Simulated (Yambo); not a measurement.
A G0W0@PBEsol run in Yambo for WO$_{3}$ (space group Pmma, No. 51) (2×4×4 Γ-centred k mesh, bands 3 to 177 and a 7 Ry block in the screening, 177 bands in G with the Bruneval-Gonze terminator, plasmon pole fitted at 27.2 eV) gives these matrix elements, in eV, at the band edges ((0, -0.5, -0.5) → Γ):

```
state               E0    <Vxc>     <Σx>  <Σc(E0)>      Z
---------------  -----  -------  -------  --------  -----
valence edge     0.000  -20.248  -25.213     4.938  0.746
conduction edge  0.538  -16.365  -11.454    -3.921  0.804
```

### Question
Solve the linearised quasiparticle equation for both states, give the gap, and say how exchange and correlation each act on it.

### Answer
E = E0 + Z(Σx + Σc − Vxc). Valence: 0.000 + 0.746 × (-25.213 + (4.938) − (-20.248)) = -0.02 eV. Conduction: 0.538 + 0.804 × (-11.454 + (-3.921) − (-16.365)) = 1.33 eV. The gap is 1.35 eV, against 0.54 eV in PBEsol. Replacing Vxc by bare exchange alone would open it by 9.88 eV; correlation takes back 8.86 eV of that, and Z scales what is left. Nearest settings tried, and what they do to the gap: 75 bands in G: +35 meV; 89 bands in W: +117 meV; 3 Ry block (65 vectors against 245): +248 meV. Not varied: mesh. So the settings aren't converged at that level. Spin-orbit coupling is left out, which matters for elements this heavy: edges can move by tenths of an eV.

Geometry of the Materials Project entry, not relaxed at this level; primitive cell a = 7.720 Å, b = 3.860 Å, c = 3.867 Å, α = β = γ = 90.00°.

The structure is a Materials Project entry; no match was found in the copy of COD used, and its stability was not checked.
